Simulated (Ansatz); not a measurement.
A geometry of CdAu away from equilibrium: step 2 of the relaxation of a relaxed CdAu cell, doubled along one cell vector, shaken by Gaussian noise of σ = 0.08 Å a coordinate. Computed with PBEsol (plane waves to 420 eV, PAW, scalar-relativistic; Ansatz, a first-principles code). Γ-centred k-mesh 7×4×6 on the run's cell (coarser than for final values), Fermi–Dirac smearing 0.05 eV.

```
CdAu
1.0
    2.60625    -4.64726     0.00576
    5.26227     9.32257    -0.01459
   -0.00159    -0.00763     5.45894
Au Cd
4 4
Direct
  0.99961   0.24968   0.01845
  0.99818   0.75975   0.99272
  0.48242   0.99698   0.01312
  0.50055   0.49772   0.00232
  0.50383   0.25541   0.00283
  0.48426   0.74755   0.98074
  0.49537   0.23240   0.50055
  0.50378   0.73943   0.48558
```

Question: Which atoms carry the largest force, and which way does it point?

Answer: 1.29 eV/Å, on Au3 (atoms numbered as listed); on Au3 its components are (1.27, 0.19, 0.09).

Question: What is the pressure?

Answer: +0.6 GPa, compression positive.

Question: How much energy per atom can still be gained by relaxing?

Answer: 0.50 eV/atom; the path ends in Pm (No. 6).

No spin polarisation in the result.

The end of the path is a generated cell of CdAu: the first start was made by a random draw of sites in a space group, and the end was not matched to a known phase here, so it may be hypothetical.
